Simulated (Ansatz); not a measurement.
The relaxed structure here is a generated cell of HfSiO4: the first start was made by a random draw of sites in a space group, and the end was not matched to a known phase here, so it may be hypothetical.

The end point of a relaxation of HfSiO$_{4}$. Space group P6mm (No. 183). Calculation: PBEsol (plane waves to 420 eV, PAW, scalar-relativistic; Ansatz, an electronic-structure program).

```cif
data_HfO4Si
_chemical_formula_sum 'Hf1 O4 Si1'
_space_group_name_H-M_alt 'P6mm'
_space_group_IT_number 183
_space_group_name_Hall 'P 6 -2'
_cell_length_a 4.20311
_cell_length_b 4.20311
_cell_length_c 6.67188
_cell_angle_alpha 90.000
_cell_angle_beta 90.000
_cell_angle_gamma 120.000
loop_
_atom_site_label
_atom_site_type_symbol
_atom_site_symmetry_multiplicity
_atom_site_Wyckoff_symbol
_atom_site_fract_x
_atom_site_fract_y
_atom_site_fract_z
_atom_site_occupancy
Hf1 Hf 1 a 0.00000 0.00000 0.05677 1
O1 O 3 c 0.50000 0.50000 0.01876 1
O2 O 1 a 0.00000 0.00000 0.36486 1
Si1 Si 1 a 0.00000 0.00000 0.59936 1
```

Problem. Give the magnetic moment at the level PBEsol.

Solution. Net 0.08 μB/atom, ferromagnetic.

Spin state reached: ferromagnetic (net 0.08 μB/atom); other spin orders were not run from this start. No Hubbard U is applied.

The run could not lose the symmetry of its start: the end is stationary, and may be a saddle point rather than a minimum.
